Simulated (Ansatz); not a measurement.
## Kick test of a cell of Ti2GaS3

It was reached by relaxing an invented guess, and it needn't be the stable form of this composition.

Computed with Ansatz 0.2.0, DFT PBE, scalar-relativistic, plane waves, PAW. Cutoff 420 eV; k points 12×12×4 on the computed 6-atom cell (Γ-centred); Gaussian smearing, width 0.10 eV; collinear spin from starting moments 0.2 0.2 0.0 0.0 0.0 0.0 μB.

The cell below (6 atoms, space group P-6m2 (No. 187)) is relaxed within its symmetry.

```
Ti Ga S
1.0
     3.34976    0.00000    0.00000
    -1.67488    2.90098    0.00000
     0.00000    0.00000   10.62484
Ti Ga S
2 1 3
Direct
  0.66667 0.33333 0.65000
  0.66667 0.33333 0.35000
  0.00000 0.00000 0.00000
  0.00000 0.00000 0.50000
  0.33333 0.66667 0.21010
  0.33333 0.66667 0.78990
```

For the test a repeat of it with 12 atoms (edges 3.35, 3.35, 21.25 Å) was strained at random (σ = 1.5 % a component), the atoms were moved at random (σ = 0.05 Å), and all was relaxed again on a coarse 6×6×1 mesh (in the run’s order of axes) with 0.20 eV smearing, with no symmetry imposed.

Problem. Does it come back?

Solution. It returns, within 1 meV/atom of the unmoved cell on that mesh and with the same symmetry when read at 0.1 Å (P1 at 0.01 Å, so small strains and shifts remain). So it is stable against the distortions that fit this cell and that this random move excites. Modes that don't fit the cell aren't tested.
